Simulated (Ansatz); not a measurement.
Input and command of a plane-wave DFT calculation in Ansatz:

```yaml
crystal:
  lattice:
    - [3.17, 0.0, 0.0]
    - [-1.585, 2.74530053, 0.0]
    - [0.0, 0.0, 3.533]
  atoms:
    - { symbol: Zr, position: [0.0, 0.0, 0.0] }
    - { symbol: B, position: [0.3333333333, 0.6666666667, 0.5] }
    - { symbol: B, position: [0.6666666667, 0.3333333333, 0.5] }
basis:
  ecutwfc: 500
kpoints:
  mp_grid: { grid: [18, 18, 12] }
hamiltonian:
  xc: r2scan
scf:
  occupations: { method: gaussian, width: 0.1 }
output:
  forces: true
  stress: true
  eigenvalues: true
  write_density: true
  write_potential: true
  elf: true
  volumetric_format: npy
relax:
  adjacent_minimum: "off"
  f_tol: 0.005
  max_steps: 80
  cell: { stress_tol: 0.05 }
```

```bash
ansatz run input.yaml --threads 1 --pin off --max-ram 2560MiB --backend cpu --events-out ev --progress --plain --runs-dir out
```

Processor: Arm Neoverse V2, 1 thread, on a host shared with other jobs.

Task: How long does it run, and how much memory does it take?

Result: About 68 s on 1 thread of Arm Neoverse V2, on a shared host, peak memory 0.49 GiB. It solves 13 bands at 259 k points (the mesh reduced by symmetry) with about 787 plane waves (on the last cell), in 22 SCF iterations over 5 ionic steps.
